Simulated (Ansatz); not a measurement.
Al$_{3}$Ni in space group Pnma (No. 62; Al on 4c, Al on 8d, Ni on 4c) at seven volumes, plane-wave PAW r²SCAN (Ansatz code), shape and atoms relaxed at each. One row is withheld.

```tsv
V (Å³/atom)	P (GPa)
13.030	14.47
13.460	8.86
13.889	4.10
14.319	0.00
14.748	-3.49
15.178	?
15.608	-8.90
```

Task: Fit the shown pressures and predict the withheld one.

Result: Third-order Birch–Murnaghan: P = (3/2)B₀(x^(7/2) − x^(5/2))[1 + (3/4)(B′ − 4)(x − 1)] with x = (V₀/V)^(2/3). Least squares on the six rows gives V₀ = 14.319 Å³/atom, B₀ = 124.8 GPa, B′ = 4.37. At V = 15.178, x = 0.9619 and P = -6.40 GPa. The run itself gave -6.41 GPa.

The first step of the workflow began from a Materials Project structure, measured or hypothetical; the Crystallography Open Database copy checked does not list it. Whether it is the stable phase at ambient conditions was not checked. Symmetry was held in the r²SCAN relaxation; its stability against distortions is not shown here. No spin polarisation was allowed.

Potentials: the later of the program's two PAW sets.
